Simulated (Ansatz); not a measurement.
GaO:
```
GaO
1.0
    3.07554     0.00000     0.00000
   -1.53777     2.66350     0.00000
    0.00000     0.00000    12.40293
Ga O
4 4
Direct
  0.33333   0.66667   0.15035
  0.66667   0.33333   0.65035
  0.66667   0.33333   0.84965
  0.33333   0.66667   0.34965
  0.33333   0.66667   0.59457
  0.66667   0.33333   0.09457
  0.66667   0.33333   0.40543
  0.33333   0.66667   0.90543
```

Relaxed with r²SCAN+D4.

Task: Map the valence electron density (e/Å³), cut off at 2 on the plane through (0.333, 0.667, 0.150) spanned by u = [0, 0, 1] and v = [1, -1, 0] in lattice vectors, from DFT-r²SCAN+D4 in the program Ansatz with PAW potentials.

Result: x is the fraction of u, y of v (the angle between them is 90°; rows are the nearest grid lines); atoms in the plane: Ga at (0.00, 0.00), Ga at (0.50, 0.33), Ga at (0.70, 0.33), Ga at (0.20, 0.00), O at (0.44, 0.00), O at (0.94, 0.33), O at (0.26, 0.33), O at (0.76, 0.00).
```
|9982229999710002999910000016999920001899|
|9972227999610002999910000015999920001699|
|9942124999300001699910000014999610001399|
|3211111232100000133200000001233100000123|
|1100000111000000011100000000111000000011|
|0000000000000000000000000000000000000000|
|0000000000000000000000000000000000000000|
|0000000000000000000000000000000000000000|
|0000000000000000000000000000000000000000|
|0000000000000000000000000000000000000000|
|0000000000000000000000000000000000000000|
|0000000001110000000110000011100000001110|
|1000000012331000001221111123210000013321|
|2100000126973100002562111269520000137962|
|4100000149996100013994212499930000169994|
|6100000169999200018998222999971000299996|
|5100000159999200016997222799961000299995|
|4100000149996100014994212499931000169994|
|3100000136973100012662111269621000138963|
|2100000124431000012321101123321000013442|
|3211011233210000134410000012443100001233|
|9942124999310001699910000014999610001499|
|9972227999610002999910000015999920001699|
|9982229999710002999910000016999920001899|
```
Scale: ten equal steps from 0.013 (start of '0') to 2.00 (end of '9'), in the order '0123456789'; x runs from 0.000 to 1.00, y from 0.000 (bottom) to 1.00 (top).

The density is the valence pseudo-density with augmentation charge, so density and ELF within about 1 Å of a nucleus are not all-electron values.

Space group P6_3/mmc. The start of the workflow was typed in or built on a structure type; neither database checked (COD, Materials Project) lists it. Whether it is the stable phase at ambient conditions was not checked. The cell was relaxed with r²SCAN+D4 under the symmetry of its start; its stability against distortions is not shown here.

Potentials: the earlier of the program's two PAW sets.
